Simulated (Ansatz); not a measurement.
AlGeMo in space group P3_212 (No. 153; Al on 3a, Ge on 3a, Mo on 3a), the program Ansatz at the PBE level (PAW), all energies at zero smearing, with the estimated change up to a 700 eV cutoff added, with one set of potentials and settings (totals compare only within such a set). Cell of 9 atoms (3 Al, 3 Ge, 3 Mo): -29367.914 eV.

```tsv
element	reference phase	E (eV/atom)
Al	Fm-3m, 1 atoms in the cell	-537.5049
Ge	Fd-3m, 2 atoms in the cell	-4294.9847
Mo	Im-3m, 1 atoms in the cell	-4956.0212
```

Formation energy per atom, worked out: (-29367.914 − 3×(-537.5049) − 3×(-4294.9847) − 3×(-4956.0212))/9 = -0.265 eV/atom (-26 kJ per mol of atoms), at 0 K, without zero-point energy or fitted corrections.

The first step of the workflow began from a Materials Project structure, measured or hypothetical; the Crystallography Open Database copy checked does not list it. With Al and Ge taken as one species the cell has the higher symmetry P6_222, so it may be an ordered model of a mixed-site phase. Whether it is the stable phase at ambient conditions was not checked. The cell was relaxed with PBE under the symmetry of its start; its stability against distortions is not shown here. No spin polarisation was allowed. The references are the lowest solids computed at this level, not always the standard phases.

Potentials: the later of the program's two PAW sets.
